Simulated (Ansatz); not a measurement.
BAs:
```
BAs
1.0
    3.36464     0.00000     0.00000
   -1.68232     2.91386     0.00000
    0.00000     0.00000     5.57364
B As
2 2
Cartesian
  0.00000   1.94257   2.08776
  1.68232   0.97129   4.87459
  0.00000   1.94257   0.00235
  1.68232   0.97129   2.78917
```

Relaxed with r²SCAN. Special points in fractions of this cell's reciprocal vectors: Γ (0.000, 0.000, 0.000); M (0.500, 0.000, 0.000); K (0.333, 0.333, 0.000); A (0.000, 0.000, 0.500); L (0.500, 0.000, 0.500); H (0.333, 0.333, 0.500).

Task: List the band energies nearest the valence-band maximum at these points for r²SCAN with spin–orbit coupling (plane waves, PAW; program Ansatz).

Result: In eV from the valence-band maximum; about four levels below and three above (degenerate sets whole), none deeper than 8.9 eV; points with the same levels are listed once.

```
k                          below                above
-  -----------------------------  -------------------
Γ          -0.12 -0.12 0.00 0.00  2.36 2.36 2.73 2.73
M        -4.22 -4.22 -2.26 -2.26  1.26 1.26 3.88 3.88
K  -5.10 -5.10 -5.05 -4.85 -4.85       1.48 1.48 6.57
A        -1.35 -1.35 -1.35 -1.35  3.08 3.08 3.08 3.08
L        -3.54 -3.54 -3.54 -3.54  1.91 1.91 1.91 1.91
H        -3.09 -3.09 -3.06 -3.06  2.91 2.91 2.92 2.92
```

Space group P6_3mc (wurtzite). The workflow started from a Materials Project entry (that database holds measured and hypothetical structures alike); the Crystallography Open Database copy checked does not list it. It is not the phase usual at ambient conditions (space group No. 216). The r²SCAN relaxation kept the symmetry of its start; whether a distortion lowers the energy is not shown.

Potentials: the earlier of the program's two PAW sets. The files were generated under PBE; for other functionals the program regenerates the frozen cores, and for LDA and PBEsol the local potential too.
